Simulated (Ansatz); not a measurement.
# Relaxing a structure of W

The start is a relaxed W cell, doubled along one cell vector, shaken by Gaussian noise of σ = 0.08 Å a coordinate. The cell and all atomic positions are relaxed at zero pressure with PBEsol (plane waves to 420 eV, PAW, scalar-relativistic; Ansatz, an electronic-structure program). The first steps use a coarse 12×6×12 k-mesh.

Starting cell:
```
W
1.0
    2.61107     0.00000     0.00000
    0.00000     5.22214     0.00000
    0.00000     0.00000     2.61107
W
2
Cartesian
  0.11569  -0.07031   0.05715
  0.11563   2.59906  -0.02551
```

### Question
Which atoms feel the largest initial force, and how large is it?

### Answer
0.95 eV/Å, on W1, W2 (atoms numbered as listed).

### Question
How much energy is released per atom?

### Answer
1.47 eV/atom.

### Question
Does it find its way back to the structure it was made from?

### Answer
It does not go back: it reaches Im-3m (No. 229), bcc (W type), 1.51 eV/atom below the parent.

### Question
How do the shortest distances between atoms change?

### Answer
The closest pairs of elements (up to four, under 3.6 Å), start → end: W–W 2.55 → 2.73 Å.

### Question
Is the relaxed structure metallic? Give its gap.

### Answer
Zero (metallic).

Final values are on a 21×21×21 k-mesh of the relaxed cell. No spin polarisation in the result.

The run could not lose the symmetry of its start.

Of the parent cell (Pm-3m (No. 221)): it is a generated cell of W: the first start was made by placing the elements on the sites of a structure type, and the end was not matched to a known phase here, so it may be hypothetical. Known forms of W include space group No. 229.
